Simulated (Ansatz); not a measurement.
ZnSe:
```cif
data_Se4Zn4
_chemical_formula_sum 'Se4 Zn4'
_space_group_name_H-M_alt 'F-43m'
_space_group_IT_number 216
_space_group_name_Hall 'F -4 2 3'
_cell_length_a 5.66528
_cell_length_b 5.66528
_cell_length_c 5.66528
_cell_angle_alpha 90.000
_cell_angle_beta 90.000
_cell_angle_gamma 90.000
loop_
_atom_site_label
_atom_site_type_symbol
_atom_site_symmetry_multiplicity
_atom_site_Wyckoff_symbol
_atom_site_fract_x
_atom_site_fract_y
_atom_site_fract_z
_atom_site_occupancy
Se1 Se 4 c 0.25000 0.25000 0.25000 1
Zn1 Zn 4 a 0.00000 0.00000 0.00000 1
```
(The calculation used a cell of 2 atoms; values per cell refer to that cell.)

Relaxed with r²SCAN.

### Question
Decompose the optical modes at the zone centre into irreducible representations, and say which are infrared and Raman allowed.

### Answer
Point group -43m: Γ_opt = T2. Infrared: T2. Raman: T2.

### Question
Assign frequencies (DFPT, the program Ansatz at the r²SCAN level (PAW); without the LO–TO term).

### Answer
T2 204 cm⁻¹.

Symmetry was held in the r²SCAN relaxation; phonons on a q-mesh show no instability.

Potentials: the later of the program's two PAW sets.
